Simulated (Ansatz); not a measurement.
Hg:
```xyz
2
Lattice="1.5797 -3.1323 0.0000 1.5797 3.1323 0.0000 0.0000 0.0000 5.2426" Properties=species:S:1:pos:R:3 pbc="T T T"
Hg     1.5797     2.2614     1.3107
Hg     1.5797    -2.2614     3.9320
```

Relaxed with r²SCAN+D4. Special points in fractions of this cell's reciprocal vectors: Γ (0.000, 0.000, 0.000); Y (-0.500, 0.500, 0.000); C0 (-0.314, 0.686, 0.000); Σ0 (0.314, 0.314, 0.000); Z (0.000, 0.000, 0.500); A0 (0.314, 0.314, 0.500); E0 (-0.314, 0.686, 0.500); T (-0.500, 0.500, 0.500); S (0.000, 0.500, 0.000); R (0.000, 0.500, 0.500).

List the band energies nearest the Fermi level at these points for DFT-r²SCAN+D4 in the program Ansatz with PAW potentials.

In eV from the Fermi level; about four levels below and three above (degenerate sets whole), none deeper than 8.9 eV; … stands for higher levels left out; points with the same levels are listed once.

```tsv
k	below	above
Γ	-6.28 -5.99 -1.30 -0.76	8.81 13.36 13.51
Y	-6.07 -6.01 -3.34 -3.19	2.70 3.09 4.57
C0	-6.11 -6.01 -1.65 -1.28	0.89 5.42 5.56
Z	-6.28 -6.28 -6.19 -6.19	7.33 7.33 10.88 10.88
A0	-6.07 -6.07 -0.60 -0.60	1.68 1.68 3.01 3.01
T	-1.89 -1.89 -0.84 -0.84	9.64 9.64 …
S	-6.06 -5.93 -2.28 -1.67	2.92 3.60 4.27
R	-5.93 -5.93 -1.12 -1.12	0.40 0.40 7.64 7.64
```

Space group Cmcm. The first step of the workflow began from a Materials Project structure, measured or hypothetical; the Crystallography Open Database copy checked does not list it. It is not the usual solid phase (space group No. 166). The r²SCAN+D4 relaxation kept the symmetry of its start; whether a distortion lowers the energy is not shown. The substance is a gas or liquid at ambient conditions. The pairwise dispersion correction was not fitted to metals. Spin–orbit coupling is left out wherever it is not named.

Potentials: the later of the program's two PAW sets.
